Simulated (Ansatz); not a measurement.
Polymorphs of N, each relaxed with r²SCAN+D4 in the plane-wave PAW code Ansatz:

A: P6_3/mmc
a = b = 3.686 Å, c = 7.776 Å, α = β = 90.00°, γ = 120.00°

| atom | site | symmetry | x | y | z |
|---|---|---|---|---|---|
| N | 4f | 3m. | 0.3333 | 0.6667 | 0.1797 |

B: α-N2 (Pa-3)
a = 5.5963 Å, b = 5.5963 Å, c = 5.5963 Å, α = 90.00°, β = 90.00°, γ = 90.00°

```csv
atom,site,symmetry,x,y,z
N,8c,.3.,0.0564,0.0564,0.0564
```

Question: Put the candidates in order of energy per atom at 0 K, lowest first, for r²SCAN+D4.

Answer: B (+0 meV/atom), A (+9 meV/atom)

Question: Give each one's gap.

Answer: A 7.91 eV; B 8.13 eV.

Not the usual ambient phase: A. Gas or liquid at ambient conditions: A; B. All cells were relaxed under the symmetry of their starts (and spin orders); stability against distortions was not tested throughout.

Energies hold the estimated change up to a 700 eV cutoff; steps of a few meV lie near the error of the meshes.

Potentials: the later of the program's two PAW sets.
